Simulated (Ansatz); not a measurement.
# Notes on NaCaVO$_{4}$

```
Na O V Ca
1.0
     2.93788    4.63995    0.00000
     2.93788   -4.63995    0.00000
     0.00000    0.00000   -7.14317
Na O V Ca
2 8 2 2
Cartesian
  2.9379 0.0000 0.0000
  2.9379 0.0000 -3.5716
  2.9379 -2.3200 -3.1430
  2.9379 2.3200 -6.7146
  2.9379 2.3200 -4.0002
  2.9379 -2.3200 -0.4286
  4.4950 -0.5104 -5.3574
  1.3808 0.5104 -1.7858
  4.4950 0.5104 -1.7858
  1.3808 -0.5104 -5.3574
  2.9379 3.2294 -5.3574
  2.9379 -3.2294 -1.7858
  2.9379 -3.0624 -5.3574
  2.9379 3.0624 -1.7858
```

Method: PBEsol, with U_eff = 6.14 eV on V d (all-electron-ortho-atomic projectors), collinear spin; PAW, plane waves to 420 eV, 4×4×3 (shifted by 0.5, 0.5, 0 steps) mesh, fermi-dirac occupations (width 0.0315 eV) (Ansatz 0.2.0), atoms fixed.

The state carries no moments; the state need not be the lowest.

Task: Describe some of the short contacts.

Result: O–V at 1.63 Å: least valence density 1.67 e/Å³ and ELF 0.38 there. Ca–O at 2.34 Å: least valence density 0.28 e/Å³ and ELF 0.09 there, a closed-shell (ionic or weak) contact. Na–O at 2.36 Å: least valence density 0.13 e/Å³ and ELF 0.02 there, a closed-shell (ionic or weak) contact. These are pseudo-fields; inside the PAW spheres they differ from the all-electron ones.

Task: Is there a gap, and of what kind?

Result: The gap is 4.35 eV, indirect or between spins (the least direct gap found is 4.47 eV). A semilocal functional usually gives too small a gap.

Task: What does the stress say?

Result: The pressure is 9.8 GPa (compression positive), so with the atoms held at these fractions the cell would first expand; the forces are large, so a full relaxation may end otherwise. The principal stresses 8.3, 10.0, 11.0 GPa differ, so its shape would change too.

Task: What is the character of the valence top and the conduction bottom?

Result: Within 0.7 eV of the edges, the states project mainly on O p (97 %) below the gap and on V d (55 %) and O p (19 %) above it.

Task: Which atom feels the largest force, and which way?

Result: The largest is on O5 (and as large on other atoms): 3.80 eV/Å, components (0.00, -2.15, 3.13). It makes 179° with the line to a nearest neighbour, V11 at 1.63 Å, pointing away from it.

Task: Which element gives electrons and which takes them?

Result: Bader charges in e: Na +0.87, Ca +1.60, V +2.20, O -1.17. In the mean V gives up most and O takes most.

Origin: a database entry at a rescaled volume. Caveats: forces this large suggest misplaced atoms in the database entry; atoms or cell far from equilibrium.
